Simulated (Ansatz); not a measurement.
BaS:
Space group Fm-3m (No. 225); a = 6.429 Å, b = 6.429 Å, c = 6.429 Å, α = 90.00°, β = 90.00°, γ = 90.00°

| atom | site | symmetry | x | y | z |
|---|---|---|---|---|---|
| Ba | 4a | m-3m | 0.0000 | 0.0000 | 0.0000 |
| S | 4b | m-3m | 0.5000 | 0.5000 | 0.5000 |
(The calculation used a cell of 2 atoms; values per cell refer to that cell.)

Relaxed with PBE.

Tabulate the valence density and the electron localisation function along the shortest Ba–S contact (3.21 Å), the program Ansatz at the PBE level (PAW).



```tsv
distance from Ba (Å)	density (e/Å³)	ELF
0.32	0.68	0.04
0.48	1.15	0.42
0.64	1.40	0.77
0.80	1.25	0.86
0.96	0.87	0.86
1.13	0.50	0.73
1.29	0.28	0.40
1.45	0.18	0.15
1.61	0.15	0.13
1.77	0.17	0.30
1.93	0.25	0.61
2.09	0.38	0.79
2.25	0.59	0.85
2.41	0.87	0.86
2.57	1.10	0.81
2.73	1.08	0.61
2.89	0.72	0.21
```

The density is the valence pseudo-density with augmentation charge, so density and ELF within about 1 Å of a nucleus are not all-electron values.

The PBE relaxation kept the symmetry of its start; phonons on a q-mesh show no instability. Scalar-relativistic: spin–orbit coupling is off unless named, which matters more the heavier the elements.

Potentials: the later of the program's two PAW sets.
